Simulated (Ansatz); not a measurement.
BeS:
```yaml
crystal:
  lattice:
    - [0.00000, 2.43797, 2.43797]
    - [2.43797, 0.00000, 2.43797]
    - [2.43797, 2.43797, 0.00000]
  atoms:
    - { symbol: S, position: [0.75000, 0.75000, 0.75000] }
    - { symbol: Be, position: [0.00000, 0.00000, 0.00000] }
```

This is the PBE-relaxed structure.

### Question
All from PBE in the plane-wave PAW code Ansatz, unless another level is named. Predict the hole effective mass, band 1 of 3 at the edge.

### Answer
0.57 along [100], 4.3 along [110], 1.4 along [111] (mₑ).

### Question
Predict the formation energy from the elements (no fitted shifts).

### Answer
-1.07 eV/atom.

### Question
What about the HSE06 gap on the PBE cell?

### Answer
4.09 eV.

### Question
Predict the electron effective mass.

### Answer
0.29, 0.29, 0.84 mₑ (principal values).

### Question
What about the conduction-band minimum?

### Answer
at X (3 equivalent valleys).

Space group F-43m (zinc blende). Symmetry was held in the PBE relaxation; phonons on a q-mesh show no instability. The references are the lowest solids computed at this level, not always the standard phases.

Potentials: the later of the program's two PAW sets.
